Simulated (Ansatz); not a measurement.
A relaxed structure of CdSe is spoiled in several ways and relaxed again each time (noise and exchanges are one random draw each; pressure is positive under compression). Level of theory: PBE (plane waves to 420 eV, PAW, scalar-relativistic; Ansatz, a quantum-chemistry and plane-wave program).

```cif
data_Cd6Se6
_chemical_formula_sum 'Cd6 Se6'
_space_group_name_H-M_alt 'P63mc'
_space_group_IT_number 186
_space_group_name_Hall 'P 6c -2c'
_cell_length_a 4.38132
_cell_length_b 4.38132
_cell_length_c 21.46165
_cell_angle_alpha 90.000
_cell_angle_beta 90.000
_cell_angle_gamma 120.000
loop_
_atom_site_label
_atom_site_type_symbol
_atom_site_symmetry_multiplicity
_atom_site_Wyckoff_symbol
_atom_site_fract_x
_atom_site_fract_y
_atom_site_fract_z
_atom_site_occupancy
Cd1 Cd 2 a 0.00000 0.00000 0.49978 1
Cd2 Cd 2 b 0.33333 0.66667 0.33316 1
Cd3 Cd 2 b 0.66667 0.33333 0.16654 1
Se1 Se 2 a 0.00000 0.00000 0.37462 1
Se2 Se 2 b 0.33333 0.66667 0.20811 1
Se3 Se 2 b 0.66667 0.33333 0.04149 1
```

### Question
One start gave a first pressure of +6.6 GPa and released 0.20 eV/atom. Which change was it?
A) with every coordinate shifted by Gaussian noise of σ = 0.3 Å
B) deformed by the Cartesian strain tensor (xx, yy, zz, yz, xz, xy) = (0.045, -0.130, 0.017, 0.018, -0.040, -0.030)
C) shaken by Gaussian noise of σ = 0.08 Å a coordinate

### Answer
B, deformed by the Cartesian strain tensor (xx, yy, zz, yz, xz, xy) = (0.045, -0.130, 0.017, 0.018, -0.040, -0.030). All starts:

```tsv
change	first pressure (GPa)	first V (Å³/atom)	released (eV/atom)	moves	outcome	final group	E − E(parent) (eV/atom)
with every coordinate shifted by Gaussian noise of σ = 0.3 Å	–	29.73	2.2	10	returns to the parent	P6₃mc	0.000
deformed by the Cartesian strain tensor (xx, yy, zz, yz, xz, xy) = (0.045, -0.130, 0.017, 0.018, -0.040, -0.030)	6.6	27.41	0.20	9	returns to the parent	P6₃mc	0.000
shaken by Gaussian noise of σ = 0.08 Å a coordinate	0.8	29.73	0.05	4	returns to the parent	P6₃mc	0.000
```

First-step values come from each run's starting, coarser k-mesh (5×5×1, 5×6×1). Each cell has its own k-point mesh; energy differences are given only to the digits this allows. No spin polarisation in the result.

The first start was generated by placing the elements on the sites of a structure type. A measured structure of CdSe has the same space group, P6₃mc (No. 186); the sites were not compared with it.
